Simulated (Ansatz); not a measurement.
The cell comes from COD entry 1538828, which wasn't checked; take it as a given geometry. The listed cell was then made from it by scaling, straining or moving an atom.

An input for La3In: DFT, PBEsol, all-electron LAPW, scalar-relativistic (Ansatz 0.2.0).

Command: `ansatz run input.yaml --threads 1 --pin off --max-ram 4096MiB --backend cpu --events-out ev --progress --plain --runs-dir out` The run took 24 s on 1 thread of AMD EPYC 9R45 96-Core Processor (Zen 5), with other jobs on the host, peak memory 0.56 GiB.

```yaml
crystal:
  lattice:
    - [5.187108, 0.0, 0.0]
    - [0.0, 5.187108, 0.0]
    - [0.0, 0.0, 5.0854]
  atoms:
    - { symbol: La, position: [0.0, 0.5, 0.5] }
    - { symbol: La, position: [0.5, 0.0, 0.5] }
    - { symbol: La, position: [0.5, 0.5, 0.0] }
    - { symbol: In, position: [0.0, 0.0, 0.0] }
kpoints:
  mp_grid: { grid: [7, 7, 7] }
  band_path:
    path:
      - [0.0, 0.0, 0.0]
      - [0.0, 0.5, 0.0]
      - [0.5, 0.5, 0.0]
      - [0.0, 0.0, 0.0]
      - [0.0, 0.0, 0.5]
      - [0.0, 0.5, 0.5]
      - [0.5, 0.5, 0.5]
      - [0.0, 0.0, 0.5]
      - [0.0, 0.5, 0.0]
    npoints: 5
scf:
  occupations: { method: fermi_dirac, width: 0.05 }
hamiltonian:
  xc: pbesol
  pseudopotentials: { kind: all_electron, lapw: { basis_error: 0.001 } }
output:
  forces: true
  stress: true
  eigenvalues: true
```

The results part of the log:

```
SCF 1 converged in 11 iterations: F = -853032.935714 eV  dr2 = 1.51e-8
NSCF: frozen V_eff on 41 k-points
SCF converged after 11 iterations
Free energy (F): -853032.935714 eV
Harris-Foulkes:  -853032.935715 eV  (|F-HF|=3.92e-8)
Internal energy: -853032.888280 eV  (E = F + TS)
E sigma→0 (E₀):  -853032.911997 eV
Entropy (-TS):   -0.047435 eV (-11.859 meV/atom)
Fermi energy:    13.739851 eV
--- Per-component energies (eV) ---
  E_band       = -6301.114303
  E_kinetic    = 908032.179463
  E_xc         = -20660.139325
  E_electrostatic = -1740404.928418  (all electrons and nuclei)
  E_smearing   = -0.047435  (= −TS)
  E_closure    = 0.000000  (closes the sum)
  E_atoms      = -853012.873490  (free atoms, spherical and without spin; not in F)
  Σ components = -853032.935714   (vs F -853032.935714, Δ=0.00e0)
  Basis errors (estimates in eV, not in F): energy 2.0e-4 per atom: plane waves 1.7e-4 (8.6e-5 summed), levels above the bands 1.0e-17, relativity 4.0e-9, radial functions 3.6e-5, core shells 3.9e-7; eigenvalues (radial functions only) 9.4e-7; not estimated: angular momenta, meshes, grids; target (lapw.basis_error) 1.0e-3; muffin-tin radii In 1.838 Å, La 1.794 Å
--- Forces (eV/Å), atoms counted from 1 ---
  atom   1  La     0.00000000     0.00000000     0.00000000
  atom   2  La    -0.00000000     0.00000000     0.00000000
  atom   3  La    -0.00000000    -0.00000000     0.00000000
  atom   4  In    -0.00000000     0.00000000     0.00000000
  max |Σ_I F_I| component: 1.75e-30 eV/Å
--- Stress (GPa, compression-positive) ---
       -3.997579       0.000000       0.000000
        0.000000      -3.997579       0.000000
        0.000000       0.000000      -3.505490
  P = ⅓ Tr σ = -3.8335 GPa (-38.335 kbar)
--- Band table (eV; the first three rows and the last of 40) ---
  k-point 0: bands = ["-179.2550", "-179.2550", "-179.2449", "-179.2449", "-179.2443", "-179.2427", "-179.2427", "-179.2417", "-179.2417", "-100.7725", "-83.3897", "-83.3896", "-83.3853", "-83.3853", "-83.3834", "-83.3833", "-83.3833", "-83.3827", "-83.3827", "-83.3823", "-83.3770", "-83.3770", "-83.3733", "-83.3733", "-83.3733", "-59.2857", "-59.2857", "-59.2838", "-19.1496", "-18.8886", "-18.8785", "-3.3086", "-3.3086", "-3.2987", "-2.5576", "-2.5485", "-2.5485", "-2.1637", "-2.1637", "-2.1565", "0.0679", "0.0679", "0.0696", "0.0766", "0.0795", "8.0062", "11.2035", "12.8701", "12.9396", "12.9489", "12.9729", "12.9729", "14.4810", "14.4810", "14.5581", "15.1103", "15.4233", "15.4233", "15.4619", "15.4767", "15.4905", "15.4905"]
  k-point 1: bands = ["-179.2550", "-179.2550", "-179.2449", "-179.2449", "-179.2443", "-179.2427", "-179.2427", "-179.2417", "-179.2417", "-100.7725", "-83.3897", "-83.3896", "-83.3853", "-83.3853", "-83.3834", "-83.3833", "-83.3833", "-83.3827", "-83.3827", "-83.3823", "-83.3770", "-83.3770", "-83.3733", "-83.3733", "-83.3733", "-59.2857", "-59.2857", "-59.2838", "-19.1375", "-18.8909", "-18.8884", "-3.2766", "-3.2766", "-3.2550", "-2.5685", "-2.5635", "-2.5635", "-2.2291", "-2.1915", "-2.1915", "0.0698", "0.0734", "0.0734", "0.0810", "0.0815", "8.1529", "11.3868", "12.7537", "12.9985", "13.0214", "13.0214", "13.0627", "14.4138", "14.4283", "14.4283", "15.0546", "15.4065", "15.4315", "15.4315", "15.4737", "15.4839", "15.4839"]
  k-point 2: bands = ["-179.2550", "-179.2550", "-179.2449", "-179.2449", "-179.2443", "-179.2427", "-179.2427", "-179.2417", "-179.2417", "-100.7725", "-83.3897", "-83.3896", "-83.3853", "-83.3853", "-83.3834", "-83.3833", "-83.3833", "-83.3827", "-83.3827", "-83.3823", "-83.3771", "-83.3771", "-83.3733", "-83.3733", "-83.3733", "-59.2857", "-59.2857", "-59.2838", "-19.1045", "-18.9247", "-18.8879", "-3.1919", "-3.1919", "-3.1271", "-2.6122", "-2.6122", "-2.5927", "-2.4207", "-2.2518", "-2.2518", "0.0700", "0.0858", "0.0858", "0.0858", "0.0906", "8.5387", "11.7989", "12.2096", "13.0669", "13.0669", "13.1256", "13.5886", "14.4835", "14.4835", "14.5084", "14.9023", "15.2176", "15.4087", "15.4087", "15.4419", "15.4920", "15.4920"]
  k-point 39: bands = ["-179.2550", "-179.2550", "-179.2449", "-179.2449", "-179.2443", "-179.2427", "-179.2427", "-179.2417", "-179.2417", "-100.7725", "-83.3897", "-83.3897", "-83.3853", "-83.3853", "-83.3833", "-83.3833", "-83.3833", "-83.3827", "-83.3827", "-83.3823", "-83.3771", "-83.3771", "-83.3733", "-83.3733", "-83.3733", "-59.2857", "-59.2857", "-59.2838", "-18.9799", "-18.9669", "-18.9652", "-3.6778", "-3.2005", "-3.1952", "-3.1449", "-2.2713", "-2.2275", "-2.1978", "-2.1755", "-2.1668", "0.0712", "0.0716", "0.0727", "0.0887", "0.0935", "8.6186", "12.4803", "12.7344", "12.7770", "13.6975", "13.8703", "13.8775", "14.8408", "14.8784", "14.9324", "15.1598", "15.1720", "15.3257", "15.3632", "15.3934", "15.4063", "15.5084"]
```
